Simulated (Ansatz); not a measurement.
# Notes on Sr

```yaml
crystal:
  lattice:
    - [1.84068, 3.18816, 0.00000]
    - [-1.84068, 3.18816, 0.00000]
    - [0.00000, 0.00000, 5.73638]
  atoms:
    - { symbol: Sr, position: [0.33333, 0.33333, 0.25000] }
    - { symbol: Sr, position: [0.66667, 0.66667, 0.75000] }
```

Method: r2SCAN, no spin polarisation; PAW, plane waves to 500 eV, 11×11×6 Γ-centred mesh, fermi-dirac occupations (width 0.1 eV) (Ansatz 0.2.0), atoms fixed.

Problem. What do density and ELF say about some of the short contacts?

Solution. Sr–Sr at 3.57 Å: least valence density 0.07 e/Å³ and ELF 0.10 there. These are pseudo-fields; inside the PAW spheres they differ from the all-electron ones.

Problem. Is there a gap?

Solution. It is a metal, with about 2 states/eV a cell as the mean within 0.25 eV of the Fermi level.

Problem. Is the cell too large or too small?

Solution. The pressure is 12.5 GPa (compression positive), so with the atoms held at these fractions the cell would first expand. The principal stresses 11.5, 11.5, 14.3 GPa differ, so its shape would change too.

Problem. Are the atoms at rest?

Solution. The forces vanish by the symmetry of the sites.

Origin: a known structure type with other elements, at an estimated volume, so it need not be a known compound.
